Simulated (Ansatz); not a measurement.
TaN (space group P6/mmm)

```
TaN
1.0
    5.20166     0.00000     0.00000
   -2.60083     4.50477     0.00000
    0.00000     0.00000     2.90614
Ta N
3 3
Cartesian
  0.00000   0.00000   0.00000
  0.00000   3.00318   1.45307
  2.60083   1.50159   1.45307
  2.60083   0.00000   0.00000
  1.30042   2.25239   0.00000
 -1.30042   2.25239   0.00000
```

The relaxed cell is deformed in two ways at once: its volume V is scaled, and at that volume it is stretched along z (the c axis of the conventional cell) so that c/a changes. Fractional atomic positions are held.

The numbers are results of PBEsol (plane waves to 420 eV, PAW, scalar-relativistic; Ansatz, an electronic-structure program), not measurements. k mesh 10×10×16 (Γ-centred), Fermi-Dirac smearing 0.05 eV. Stress and pressure are positive under compression. With partly filled bands, the response to shear is sensitive to the k mesh, so small differences along c/a are uncertain. Spin-orbit coupling is left out, though Ta is heavy. TaN is run without spin polarisation. TaN was relaxed with its symmetry unable to fall. This is one of several known forms of TaN; the measured ambient cells at hand have space group No. 189.

At one point of the scan the stress tensor (GPa) is:

```
   31.5      0.0      0.0
    0.0     31.5      0.0
    0.0      0.0     16.4
```

Task: Which point is it?
(A) V/V₀ = 0.920, (c/a)/(c/a)₀ = 1.120
(B) V/V₀ = 0.920, (c/a)/(c/a)₀ = 1.060
(C) V/V₀ = 0.960, (c/a)/(c/a)₀ = 1.060
(D) V/V₀ = 1.000, (c/a)/(c/a)₀ = 0.940

Result: B, V/V₀ = 0.920, (c/a)/(c/a)₀ = 1.060

(A scan under strain: stresses follow from slopes of the energy per volume, elastic moduli from its curvatures.)
